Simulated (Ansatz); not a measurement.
## From the elastic tensor of RbBr3 to moduli and sound speeds

Method: Ansatz 0.2.0, DFT PBE, scalar-relativistic, plane waves, PAW. Plane waves to 420 eV; Γ-centred k mesh 6×6×6; fixed occupations. No spin polarisation.

Space group R-3m (No. 166), trigonal, a = 6.495 Å, c = 12.543 Å. Rb has 8 Br at 3.70–3.78 Å and 6 Br at 4.29 Å; Br on a site of symmetry -3m has 2 Br at 2.57 Å, 6 Br at 4.08 Å and 6 Rb at 4.29 Å; Br on a site of symmetry 3m is surrounded by 1 Br at 2.57 Å and 4 Rb at 3.70–3.78 Å.

The cell was found from a structure generator's guess, not taken from experiment.

Relaxed-ion constants (GPa, on the Cartesian axes of the calculation):
```
11.4  8.3  3.2  1.8  0.0  0.0
 8.3 11.4  3.2 -1.8  0.0  0.0
 3.2  3.2 19.3  0.0  0.0  0.0
 1.8 -1.8  0.0  3.2  0.0  0.0
 0.0  0.0  0.0  0.0  3.2  1.8
 0.0  0.0  0.0  0.0  1.8  1.6
```

Density 3.535 g/cm³; 4 atoms in 152.76 Å³.

With S = C⁻¹: B_V = (C11+C22+C33+2(C12+C13+C23))/9, G_V = (C11+C22+C33−C12−C13−C23+3(C44+C55+C66))/15, 1/B_R = S11+S22+S33+2(S12+S13+S23), 15/G_R = 4(S11+S22+S33−S12−S13−S23)+3(S44+S55+S66); Hill is their mean. Then v_l = √((B+4G/3)/ρ), v_t = √(G/ρ), v_m = [(2/v_t³+1/v_l³)/3]^(−1/3) and Θ = (ħ/k_B)·v_m·(6π²n/V)^(1/3) for n atoms in the volume V; E = 9BG/(3B+G), ν = (3B−2G)/(2(3B+G)) and A^U = 5G_V/G_R + B_V/B_R − 6.

| Property | Result |
| --- | --- |
| Bulk modulus, Voigt / Reuss / Hill | 7.9 / 7.9 / 7.9 GPa |
| Shear modulus, Voigt / Reuss / Hill | 3.4 / 1.0 / 2.2 GPa |
| Young's modulus | 6 GPa |
| Poisson ratio | 0.372 |
| Pugh ratio B/G | 3.57 (over 1.75, the rule of thumb for ductile) |
| Universal anisotropy index | 12.35 |
| Longitudinal and transverse sound speeds | 1755 and 792 m/s |
| Debye temperature from the mean sound speed | 79 K |
